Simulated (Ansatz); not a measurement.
CdO in space group P4_2/mmc (No. 131; Cd on 2c, O on 2e) at seven volumes, PBE in the plane-wave PAW code Ansatz, shape and atoms relaxed at each. One row is withheld.

```
V (Å³/atom)  P (GPa)
-----------  -------
15.152          9.58
15.652          5.90
16.151             ?
16.651          0.01
17.150         -2.33
17.650         -4.32
18.149         -6.02
```

Q: Fit the shown pressures and predict the withheld one.

A: P = (3/2)B₀(x^(7/2) − x^(5/2))[1 + (3/4)(B′ − 4)(x − 1)] with x = (V₀/V)^(2/3). Least squares on the six rows gives V₀ = 16.653 Å³/atom, B₀ = 83.6 GPa, B′ = 4.11. At V = 16.151, x = 1.0206 and P = 2.73 GPa. The run itself gave 2.75 GPa.

The cell is a constructed one: a structure type filled with these elements; neither database checked (COD, Materials Project) lists it. It is not the phase usual at ambient conditions (space group No. 225). The cell was relaxed with PBE under the symmetry of its start; whether a distortion lowers the energy is not shown.

Potentials: the later of the program's two PAW sets.
